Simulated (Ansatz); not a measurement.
**Al (P6_3/mmc), two-dimensional strain map**

These are results of DFT PBEsol, scalar-relativistic, plane waves, PAW (Ansatz), not measurements. Cutoff 420 eV, Γ-centred 24×24×14 k-points, Gaussian smearing of 0.15 eV. No spin polarisation. Energies are free energies at this smearing, counted from the undisturbed cell; pressure is positive in compression.

The starting cell (relaxed at this level; this form isn't the usual structure):

```xyz
2
Lattice="2.8501 0.0000 0.0000 -1.4250 2.4682 0.0000 0.0000 0.0000 4.6373" Properties=species:S:1:pos:R:3 pbc="T T T"
Al    1.4250    0.8227    3.4780
Al    0.0000    1.6455    1.1593
```

The cell is strained by p along both x and y and by q along z, fractional coordinates fixed. Points are written (p, q).

p was sampled at -0.050, -0.025, 0.000, 0.025, 0.050 and q at -0.050, -0.025, 0.000, 0.025, 0.050.

Question: Where on the computed points is the energy highest, and how high?

Answer: At (-0.050, -0.050): 108.0 meV/atom.

Question: Away from (0, 0), which computed point is lowest?

Answer: (0.000, 0.025): 1.5 meV/atom.

The map, in meV/atom:

```
 p \ q  -0.050  -0.025  0.000  0.025  0.050
-0.050   108.0    73.0   50.5   38.7   34.4
-0.025    49.7    24.9   10.2    5.0    7.7
 0.000    22.2     6.1    0.0    1.5    9.9
 0.025    18.8    10.7   11.9   20.5   34.5
 0.050    33.2    33.4   41.3   55.9   75.8
```